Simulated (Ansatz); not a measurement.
The relaxed structure here is a generated cell of HfN: the first start was made by a random draw of sites in a space group, and the end was not matched to a known phase here, so it may be hypothetical. Known forms of HfN include space group No. 225.

One stationary structure of HfN. Computed with PBE (plane waves to 420 eV, PAW, scalar-relativistic; Ansatz, a first-principles code).

```
CELL_PARAMETERS angstrom
      3.32152     0.00000     0.00000
      0.00000     3.32152     0.00000
      0.00000     0.00000     3.99155
ATOMIC_POSITIONS crystal
  Hf 0.00000 0.00000 0.00000
  N  0.00000 0.00000 0.50000
```

Question: Find the space group and the Wyckoff positions (tolerance 0.01 Å).

Answer: Space group P4/mmm (No. 123); a = 3.322 Å, b = 3.322 Å, c = 3.992 Å, α = 90.00°, β = 90.00°, γ = 90.00°

```csv
atom,site,symmetry,x,y,z
Hf,1a,4/mmm,0.0000,0.0000,0.0000
N,1b,4/mmm,0.0000,0.0000,0.5000
```

Question: Give the shortest distances between elements (the closest pairs, up to four, under 3.6 Å).

Answer: Hf–N 2.00 Å; Hf–Hf 3.32 Å; N–N 3.32 Å.

- Volume per atom = 22.02 Å³
- Band gap = no gap (metallic)

No spin polarisation in the result. The relaxed primitive cell holds an odd number of electrons. A magnetic state may lie lower.

The run could not lower the symmetry of its start; a shaken copy of this end point relaxes with PBE to Fm-3m (No. 225), 2.44 eV/atom lower.
